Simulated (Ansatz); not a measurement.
Molecular dynamics on a 1×1×1 supercell (4 atoms) of GePbSe2 (ordering on rocksalt), relaxed with r2SCAN. Forces come from PBE in Ansatz: a Nosé-Hoover thermostat at fixed volume, 2200 K, steps of 3 fs. Classical nuclei, no spin polarisation; a few dozen steps show the first response, not equilibrium. The structure comes from a prototype and may be hypothetical.

```yaml
crystal:
  lattice:
    - [2.0796469279, 1.2006847137, 6.8689716582]
    - [-2.0796469279, 1.2006847137, 6.8689716582]
    - [0.0, -2.4013694273, 6.8689716582]
  atoms:
    - { symbol: Ge, position: [1.0, 0.0, 0.0] }
    - { symbol: Pb, position: [0.5, 0.5, 0.5] }
    - { symbol: Se, position: [0.2586079005, 0.2586079005, 0.2586079005] }
    - { symbol: Se, position: [0.7413920995, 0.7413920995, 0.7413920995] }
kpoints:
  mp_grid: { grid: [4, 4, 4] }
hamiltonian:
  xc: pbe
scf:
  occupations: { method: fermi_dirac, width: 0.19 }
md:
  ensemble: nvt_nose_hoover
  temperature: 2200
  timestep: 3.0
  n_steps: 40
  initial_velocities: maxwell_boltzmann
  seed: 2576
```

Run as `ansatz run input.yaml --threads 4 --pin off --max-ram 3686MiB --backend cpu --events-out ev --progress --plain --runs-dir out`. Wall time 88 s on 4 threads of Arm Neoverse V1 (shared host); peak host memory 0.52 GiB.

```
step  t (fs)  T (K)  free energy F from step 0 (meV/atom)  kinetic energy (meV/atom)  largest force (eV/Å)
   0       0   2200                                   0.0                      213.3                  0.04
   1       3   2193                                   0.7                      212.6                  0.12
   2       6   2175                                   2.4                      210.9                  0.21
   3       9   2147                                   5.1                      208.1                  0.31
   4      12   2107                                   9.0                      204.2                  0.41
   5      15   2054                                  14.2                      199.1                  0.52
   6      18   1988                                  20.6                      192.7                  0.64
   7      21   1908                                  28.4                      185.0                  0.76
   8      24   1815                                  37.6                      175.9                  0.90
   9      27   1708                                  48.1                      165.6                  1.05
  10      30   1589                                  59.9                      154.0                  1.21
  11      33   1459                                  72.8                      141.4                  1.37
  12      36   1321                                  86.5                      128.1                  1.53
  13      39   1180                                 100.7                      114.4                  1.69
  14      42   1038                                 114.9                      100.7                  1.84
  15      45    902                                 128.6                       87.4                  1.98
  16      48    775                                 141.4                       75.2                  2.10
  17      51    664                                 152.8                       64.4                  2.19
  18      54    572                                 162.3                       55.4                  2.26
  19      57    503                                 169.5                       48.8                  2.31
  20      60    461                                 174.1                       44.7                  2.32
  21      63    447                                 176.1                       43.4                  2.31
  22      66    462                                 175.3                       44.8                  2.27
  23      69    505                                 172.0                       49.0                  2.21
  24      72    574                                 166.2                       55.7                  2.12
  25      75    667                                 158.5                       64.6                  2.01
  26      78    779                                 149.1                       75.5                  1.89
  27      81    907                                 138.7                       87.9                  1.75
  28      84   1046                                 127.6                      101.4                  1.60
  29      87   1192                                 116.4                      115.5                  1.44
  30      90   1339                                 105.7                      129.8                  1.34
  31      93   1483                                  95.8                      143.8                  1.28
  32      96   1620                                  87.2                      157.1                  1.27
  33      99   1747                                  80.2                      169.3                  1.26
  34     102   1860                                  75.0                      180.3                  1.26
  35     105   1958                                  71.8                      189.9                  1.27
  36     108   2041                                  70.6                      197.8                  1.29
  37     111   2107                                  71.3                      204.3                  1.32
  38     114   2159                                  73.7                      209.3                  1.36
  39     117   2199                                  77.6                      213.2                  1.40
  40     120   2229                                  82.7                      216.1                  1.45
```

The temperature starts at 2200 K, is lowest at step 21 (447 K, 63 fs) and ends at 2229 K. The atoms start on their lattice sites with kinetic energy alone, so much of it first passes into potential energy. By the last step the atoms have moved 0.26 Å in the root mean square, the drift of the whole cell taken out, 0.30 Å at most.

Positions (Å) and forces (eV/Å) at step 40:
```
Ge   2.312   1.398   6.775    -0.236  -0.835   1.167
Pb  -0.121   0.097  10.415     0.495  -0.356  -1.082
Se  -0.022  -0.310   5.277    -0.213   1.371  -0.382
Se   0.126  -0.125  15.123    -0.046  -0.179   0.297
```
